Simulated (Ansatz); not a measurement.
AlN:
```cif
data_Al2N2
_chemical_formula_sum 'Al2 N2'
_space_group_name_H-M_alt 'P 1'
_space_group_IT_number 1
_cell_length_a 3.13027
_cell_length_b 3.13027
_cell_length_c 5.01808
_cell_angle_alpha 90.000
_cell_angle_beta 90.000
_cell_angle_gamma 120.000
loop_
_space_group_symop_operation_xyz
  'x, y, z'
loop_
_atom_site_label
_atom_site_type_symbol
_atom_site_fract_x
_atom_site_fract_y
_atom_site_fract_z
_atom_site_occupancy
Al1 Al 0.66667 0.33333 0.00337 1
Al2 Al 0.33333 0.66667 0.50337 1
N1 N 0.66667 0.33333 0.62183 1
N2 N 0.33333 0.66667 0.12183 1
```

Relaxed with PBE. The program Ansatz at the PBE level (PAW) gives a gap of 4.03 eV.

Q: What gap does HSE06 give on the same cell (Ansatz, PAW)?

A: 5.38 eV, 1.35 eV more. The hybrid was solved on a coarser mesh and at special points; its gap is the smallest among all of these.

| k | v1 PBE | c1 PBE | v1 HSE06 | c1 HSE06 |
|---|---|---|---|---|
| Γ | 0.00 | 4.03 | 0.00 | 5.38 |
| A | -0.53 | 6.31 | ? | ? |
| K | -2.34 | 5.05 | -2.53 | 6.32 |
| H | -0.79 | 7.35 | ? | ? |
| M | -0.68 | 5.76 | ? | ? |
| L | -1.34 | 5.25 | ? | ? |

Q: Top valence (v1) and lowest conduction level (c1) in eV from each method's valence maximum (which need not be a listed point): supply the withheld HSE06 values.

A: 
- A, v1 HSE06: -0.59
- A, c1 HSE06: 7.78
- L, v1 HSE06: -1.46
- L, c1 HSE06: 6.58
- M, v1 HSE06: -0.75
- M, c1 HSE06: 7.09
- H, v1 HSE06: -0.86
- H, c1 HSE06: 8.81

Cost on shared cores: the PBE run (SCF on a 10×10×6 mesh, then bands and DOS) around 14 core-seconds (rough), the HSE06 run (SCF on 8×8×4, then a few points) roughly 90 core-seconds; the tasks are unlike.

Space group P6_3mc (wurtzite). The cell was relaxed with PBE under the symmetry of its start; phonons on a q-mesh show no instability.

Potentials: the later of the program's two PAW sets.
